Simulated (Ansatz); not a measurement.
Relaxed-ion elastic tensor of C (diamond, space group No. 227) in GPa (Voigt order), plane-wave PAW r²SCAN (Ansatz code); density 3.54 g/cm³, 5.64 Å³ per atom.

```json
[
 {"": "1", "1": "1110", "2": "120", "3": "120", "4": "0.0", "5": "0.0", "6": "0.0"},
 {"": "2", "1": "120", "2": "1110", "3": "120", "4": "0.0", "5": "0.0", "6": "0.0"},
 {"": "3", "1": "120", "2": "120", "3": "1110", "4": "0.0", "5": "0.0", "6": "0.0"},
 {"": "4", "1": "0.0", "2": "0.0", "3": "0.0", "4": "587", "5": "0.0", "6": "0.0"},
 {"": "5", "1": "0.0", "2": "0.0", "3": "0.0", "4": "0.0", "5": "587", "6": "0.0"},
 {"": "6", "1": "0.0", "2": "0.0", "3": "0.0", "4": "0.0", "5": "0.0", "6": "587"}
]
```

Question: Is the crystal mechanically stable?

Answer: Yes: the smallest eigenvalue of C is 587 GPa.

Question: Work out the Voigt, Reuss and Hill averages.

Answer: K_V = 451, K_R = 451, K_H = 451; G_V = 550, G_R = 547, G_H = 549 GPa.

Question: Give Young's modulus, Poisson's ratio, Pugh's ratio and the universal anisotropy index.

Answer: E = 9KG/(3K + G) = 1170 GPa; ν = 0.07; K/G = 0.82 (brittle by the Pugh limit of 1.75); A_U = 5G_V/G_R + K_V/K_R − 6 = 0.03.

Question: Estimate the sound speeds and the Debye temperature.

Answer: v_l = √((K + 4G/3)/ρ) = 18300 m/s, v_t = √(G/ρ) = 12500 m/s, mean 13600 m/s; Θ = (h/k)(3n/4πV)^(1/3) v_m = 2270 K.

Question: Give the Zener ratio and Young's modulus along [100], [110] and [111].

Answer: A = 2C44/(C11 − C12) = 1.18; 1/E = S11 − 2(S11 − S12 − S44/2)Γ with Γ = 0, 1/4, 1/3 gives 1090, 1190, 1230 GPa.

Question: Solve the Christoffel equation for the three sound speeds along [100], [110], [111].

Answer: Eigenvalues of C_ijkl n_j n_l equal ρv². In km/s, slowest first: [100] 12.88, 12.88, 17.73; [110] 11.84, 12.88, 18.44; [111] 12.20, 12.20, 18.68.

Space group Fd-3m (diamond). Symmetry was held in the r²SCAN relaxation; phonons on a q-mesh show no instability.

Potentials: the later of the program's two PAW sets.
